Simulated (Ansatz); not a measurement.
Stiffness of La₃Tl from strained cells

```yaml
crystal:
  lattice:
    - [5.06000, 0.00000, 0.00000]
    - [0.00000, 5.06000, 0.00000]
    - [0.00000, 0.00000, 5.06000]
  atoms:
    - { symbol: La, position: [0.00000, 0.50000, 0.50000] }
    - { symbol: La, position: [0.50000, 0.00000, 0.50000] }
    - { symbol: La, position: [0.50000, 0.50000, 0.00000] }
    - { symbol: Tl, position: [0.00000, 0.00000, 0.00000] }
```

Atoms are numbered in the order listed.

The cell comes from COD entry 1522573, which wasn't checked; take it as a given geometry.

Spin–orbit coupling is left out, though it moves levels of the heavy atoms by tenths of an eV or more.

Method: DFT, LDA, all-electron LAPW, scalar-relativistic in Ansatz 0.2.0.

The runs use a Γ-centred 8×8×8 k mesh, Fermi–Dirac smearing of 0.08 eV, basis error target 0.5 meV/atom, no spin polarisation.

The unstrained cell is at -3.59 GPa. Large strains and very small stresses are left out. Each strain is applied once, with fractional coordinates held (clamped ions), and σ below is the change of stress, positive in tension. One finite strain gives stress–strain coefficients at this pressure with an error of the order of the strain times third-order constants, a few per cent for each per cent of strain. In a metal the k mesh adds noise of tens of per cent to soft shears.

Q: Estimate the stiffness probed by this change, and the stress that it gives: equal xy, yz and zx engineering shear strains of -1 %.

A: σxy = -0.19 GPa and γxy = 2εxy = -0.0100, so C44 (clamped ions) = σxy/γxy = 19 GPa.

Q: With equal xy, yz and zx engineering shear strains of +1 %, the run gives σxy = 0.19 GPa and γxy = 2εxy = 0.0100. Which stiffness follows?

A: C44 (clamped ions) = σxy/γxy = 19 GPa.
